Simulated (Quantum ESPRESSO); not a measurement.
```cif
data_O8W2Zn2
_chemical_formula_sum 'O8 Zn2 W2'
_space_group_name_H-M_alt 'P2/c'
_space_group_IT_number 13
_space_group_name_Hall '-P 2yc'
_cell_length_a 4.67672
_cell_length_b 5.72971
_cell_length_c 4.93645
_cell_angle_alpha 90.000
_cell_angle_beta 90.586
_cell_angle_gamma 90.000
loop_
_atom_site_label
_atom_site_type_symbol
_atom_site_symmetry_multiplicity
_atom_site_Wyckoff_symbol
_atom_site_fract_x
_atom_site_fract_y
_atom_site_fract_z
_atom_site_occupancy
O1 O 4 g 0.21731 0.10643 0.43508 1
O2 O 4 g 0.25693 0.62389 0.40266 1
Zn1 Zn 2 f 0.50000 0.32364 0.25000 1
W1 W 2 e 0.00000 0.18113 0.75000 1
```

The geometry is that of Materials Project entry mp-18918, symmetrised and not relaxed again.

### Question
What does norm-conserving PBEsol (Quantum ESPRESSO, 84 Ry, scalar-relativistic) give for the electronic structure near the Fermi level?

### Answer
The PBEsol gap is 2.88 eV; at least one edge lies off the plotted path, at a point of the SCF mesh. The smallest direct gap is 2.89 eV. Another valence extremum on the path lies within 0.02 eV, too close to call. Without spin-orbit coupling, band edges of such heavy elements can be off by tenths of an eV.
